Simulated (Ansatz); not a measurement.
Consider the following.

ZrGeTe:
```cif
data_Ge2Te2Zr2
_chemical_formula_sum 'Ge2 Te2 Zr2'
_space_group_name_H-M_alt 'P4/nmm :1'
_space_group_IT_number 129
_space_group_name_Hall 'P 4ab 2ab -1ab'
_cell_length_a 3.84519
_cell_length_b 3.84519
_cell_length_c 8.54722
_cell_angle_alpha 90.000
_cell_angle_beta 90.000
_cell_angle_gamma 90.000
loop_
_space_group_symop_operation_xyz
  'x, y, z'
  '-y+1/2, x+1/2, z'
  '-x, -y, z'
  'y+1/2, -x+1/2, z'
  'x+1/2, -y+1/2, -z'
  '-y, -x, -z'
  '-x+1/2, y+1/2, -z'
  'y, x, -z'
  '-x+1/2, -y+1/2, -z'
  'y, -x, -z'
  'x+1/2, y+1/2, -z'
  '-y, x, -z'
  '-x, y, z'
  'y+1/2, x+1/2, z'
  'x, -y, z'
  '-y+1/2, -x+1/2, z'
loop_
_atom_site_label
_atom_site_type_symbol
_atom_site_symmetry_multiplicity
_atom_site_Wyckoff_symbol
_atom_site_fract_x
_atom_site_fract_y
_atom_site_fract_z
_atom_site_occupancy
Ge1 Ge 2 a 0.00000 0.00000 0.00000 1
Te1 Te 2 c 0.50000 0.00000 0.37986 1
Zr1 Zr 2 c 0.00000 0.50000 0.24820 1
```

This is the PBEsol-relaxed structure.

Q: All from PBEsol (plane waves, PAW; program Ansatz), unless another level is named. Predict the density of states at the Fermi level.

A: 0.12 states/eV per atom (mean over ±0.08 eV).

Q: Next, the formation energy from the elements (no fitted shifts)?

A: -0.87 eV/atom.

Q: And the gap with spin–orbit coupling?

A: none (metallic).

The workflow started from an entry of the Crystallography Open Database (COD). Whether it is the stable phase at ambient conditions was not checked. The cell was relaxed with PBEsol under the symmetry of its start; its stability against distortions is not shown here. The run is not spin-polarised. The references are the lowest solids computed at this level, not always the standard phases. Scalar-relativistic: spin–orbit coupling is off unless named, which matters more the heavier the elements.

Potentials: the later of the program's two PAW sets.
